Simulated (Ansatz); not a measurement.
InP:
```
CELL_PARAMETERS angstrom
      7.27578     0.00000     0.00000
      0.00000     7.27578     0.00000
      0.00000     0.00000     4.21601
ATOMIC_POSITIONS crystal
  In 0.32187 0.67813 0.00000
  In 0.67813 0.32187 0.00000
  In 0.82187 0.82187 0.50000
  In 0.17813 0.17813 0.50000
  P  0.31950 0.31950 0.00000
  P  0.68050 0.68050 0.00000
  P  0.18050 0.81950 0.50000
  P  0.81950 0.18050 0.50000
```

PBE (plane waves, PAW; program Ansatz) gives a gap of 0.57 eV without spin–orbit coupling, maximum on the M–Γ line, 92 % of the way from M, minimum at Γ.

### Question
What happens when spin–orbit coupling is switched on?

### Answer
The gap decreases by 0.02 eV, to 0.55 eV; maximum at Γ, minimum at Γ.

### Question
Give the electron effective mass with spin–orbit coupling.

### Answer
0.047, 0.051, 0.051 mₑ (principal values).

### Question
Give the hole effective mass with spin–orbit coupling.

### Answer
0.099, 0.099, 1.2 mₑ (principal values).

Space group P4_2/mnm. The start of the workflow was typed in or built on a structure type; neither database checked (COD, Materials Project) lists it. It is not the phase usual at ambient conditions (space group No. 216). The PBE relaxation kept the symmetry of its start; whether a distortion lowers the energy is not shown. The volume moved by 25 % from the start of the relaxation.

Potentials: the later of the program's two PAW sets.
